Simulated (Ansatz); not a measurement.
Consider the following.

Starting cell, Rh (fcc, Cu type):

```
CELL_PARAMETERS angstrom
      0.00000     3.83006     3.83006
      1.91503     0.00000     1.91503
      1.91503     1.91503     0.00000
ATOMIC_POSITIONS crystal
  Rh 0.00000 0.00000 0.00000
  Rh 0.50000 0.00000 0.00000
```

A phonon eigenvector at L = (0.5, 0.0, 0.0) is frozen into this cell: atom i moves by Q times the vector below, so Q is the largest atomic displacement, in Å. The cell is held. (q is in reciprocal vectors of the primitive cell; the cell shown is doubled to hold the pattern.)

| atom | x | y | z |
|---|---|---|---|
| Rh1 | -0.577 | 0.577 | 0.577 |
| Rh2 | 0.577 | -0.577 | -0.577 |

All values below come from PBE (plane waves to 420 eV, PAW, scalar-relativistic; Ansatz, an electronic-structure program). k mesh 21×21×21 (Γ-centred), Fermi-Dirac smearing 0.05 eV. Energies are smeared free energies. With partly filled bands, energies and forces of such displacements shift with the k mesh and the smearing. Rh is run without spin polarisation. Rh was relaxed with its symmetry unable to fall. The zero of ΔE is the undisplaced structure.

The scan covers Q from -0.100 to 0.100 Å in 13 points.

### Question
Which space group does the distorted structure have?

### Answer
R-3m (No. 166), lowered from Fm-3m.

### Question
Is this a single well or a double well?

### Answer
A single well with its minimum at or next to zero displacement.

### Question
What is the energy change at Q = 0.100 Å?

### Answer
211 meV/cell.

### Question
What harmonic wavenumber does the curvature at Q = 0 give?

### Answer
235 cm⁻¹.

(For displaced atoms, the force is minus the slope of the energy, and its curvature is a force constant, which sets phonon frequencies.)
